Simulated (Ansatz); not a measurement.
Relaxed SrTiO₃ (cubic perovskite):

```
SrTiO3
1.0
    3.93649     0.00000     0.00000
    0.00000     3.93649     0.00000
    0.00000     0.00000     3.93649
Sr Ti O
1 1 3
Cartesian
  0.00000   0.00000   0.00000
  1.96824   1.96824   1.96824
  0.00000   1.96824   1.96824
  1.96824   1.96824   0.00000
  1.96824   0.00000   1.96824
```

In this cell atom 2 (Ti, nearest neighbour O at 1.968 Å; its periodic images, 3.9 Å or more away, move with it) is moved by s along Cartesian [110], unit vector (0.707, 0.707, 0.000); all other atoms and the cell stay fixed.

These are PBE (plane waves to 420 eV, PAW, scalar-relativistic; Ansatz, a program for electronic structure) values and carry that method's errors. k mesh 7×7×7 (Γ-centred), Fermi-Dirac smearing 0.05 eV. E stands for the smeared free energy. SrTiO3 is run without spin polarisation. SrTiO3 was relaxed with its symmetry unable to fall. The PAW data are Ansatz's earlier set. The zero of ΔE is the undisplaced structure.

```tsv
s (Å)	ΔE (meV/cell)
-0.200	62.3
-0.160	29.1
-0.120	withheld
-0.080	3.2
-0.040	0.5
0.000	0.0
0.040	0.5
0.080	3.2
0.120	withheld
0.160	29.1
0.200	62.3
```

Problem. Fit an even polynomial form (powers 2, 4, 6) to the given rows and predict ΔE at s = 0.120.

Solution. Least squares on the 9 given rows: ΔE = (266.6)·s² + (37040)·s⁴ + (-119300)·s⁶, in meV/cell with s in Å; root-mean-square residual 0.01 meV/cell. At 0.120 the fit gives 11.2 meV/cell; the calculation gives 11.2 meV/cell, the same to the digits shown. The quadratic term alone would give 3.8 meV/cell.

(A displaced cell: forces are minus the slopes of the energy, force constants its curvatures, and phonons follow from these.)
